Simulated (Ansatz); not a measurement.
AlPt₃:
```xyz
16
Lattice="5.4466 0.0000 0.0000 0.0000 5.4466 0.0000 0.0000 0.0000 7.8534" Properties=species:S:1:pos:R:3 pbc="T T T"
Al     2.7233     0.0000     1.8712
Al     2.7233     0.0000     5.9822
Al     0.0000     2.7233     1.8712
Al     0.0000     2.7233     5.9822
Pt     1.2848     4.0080     0.0000
Pt     4.1618     1.4385     0.0000
Pt     1.4385     1.2848     0.0000
Pt     4.0080     4.1618     0.0000
Pt     0.0000     0.0000     1.9902
Pt     0.0000     0.0000     5.8632
Pt     2.7233     2.7233     5.8632
Pt     2.7233     2.7233     1.9902
Pt     3.7834     1.0601     3.9267
Pt     1.6632     4.3865     3.9267
Pt     4.3865     3.7834     3.9267
Pt     1.0601     1.6632     3.9267
```

Relaxed with PBEsol. Special points in fractions of this cell's reciprocal vectors: Γ (0.000, 0.000, 0.000); X (0.000, 0.500, 0.000); M (0.500, 0.500, 0.000); Z (0.000, 0.000, 0.500); R (0.000, 0.500, 0.500); A (0.500, 0.500, 0.500).

### Question
List the band energies nearest the Fermi level at these points for PBEsol (plane waves, PAW; program Ansatz).

### Answer
In eV from the Fermi level; about four levels below and three above (degenerate sets whole), none deeper than 8.9 eV; points with the same levels are listed once.

```
k                          below                above
-  -----------------------------  -------------------
Γ  -0.62 -0.62 -0.52 -0.29 -0.17       0.11 0.55 0.55
X        -0.53 -0.53 -0.26 -0.26  0.09 0.09 1.53 1.53
M        -0.89 -0.89 -0.32 -0.32  0.48 0.48 1.42 1.42
Z        -0.64 -0.64 -0.61 -0.60  0.64 0.66 0.84 0.84
R        -0.46 -0.46 -0.20 -0.20  0.59 0.59 0.80 0.80
A        -0.61 -0.61 -0.38 -0.38  2.49 2.49 2.55 2.55
```

Space group P4/mbm. The workflow started from a Materials Project entry (that database holds measured and hypothetical structures alike); the Crystallography Open Database copy checked does not list it. Whether it is the stable phase at ambient conditions was not checked. Symmetry was held in the PBEsol relaxation; its stability against distortions is not shown here. No spin polarisation was allowed. Spin–orbit coupling is left out wherever it is not named.

Potentials: the later of the program's two PAW sets.
